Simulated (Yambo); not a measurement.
Yambo run on BaHI (space group P4/nmm, No. 129). The wavefunctions are norm-conserving LDA (Quantum ESPRESSO, 74 Ry, scalar-relativistic) ones on a 2×2×2 mesh (18 occupied bands); a = b = 4.7758 Å, c = 7.8002 Å, α = β = γ = 90.00°.

Yambo input:

```
rim_cut
gw0
dyson
el_el_corr
HF_and_locXC
ppa
em1d
RandQpts= 1000000
RandGvec= 1 Ry
FFTGvecs= 10 Ry
EXXRLvcs= 74 Ry
VXCRLvcs= 296 Ry
Chimod= "HARTREE"
% BndsRnXp
 1 | 243 |
%
NGsBlkXp= 7 Ry
% LongDrXp
 1.0 | 1.0 | 1.0 |
%
PPAPntXp= 27.2114 eV
% GbndRnge
 1 | 243 |
%
GTermKind= "BG"
DysSolver= "n"
ExtendOut
% QPkrange
 2 | 2 | 18 | 19 |
%
```

k points by index: 2 = Z.

Table of the .qp output:

```
#    K-point    Band    Eo [eV]    E [eV]    E-Eo [eV]    Vxc [eV]    Vnlxc [eV]    Sc|Eo [eV]    Sc|E [eV]    dSc/dw|Eo [eV]    Re(Z)    Im(Z)
#
    2    18    0.000000    -0.970032    -0.970032    -11.11005    -13.77074    1.447882    1.690661    -6.809669    0.799837    -0.001507
    2    19    2.604608    3.198662    0.594055    -8.290037    -4.055109    -3.517908    -3.640873    -5.631352    0.828534    -0.001296
```
(The two width columns are left out.) Convergence of these settings isn't established.

Spin-orbit coupling is not included.

Geometry of the Materials Project entry, not relaxed at this level.
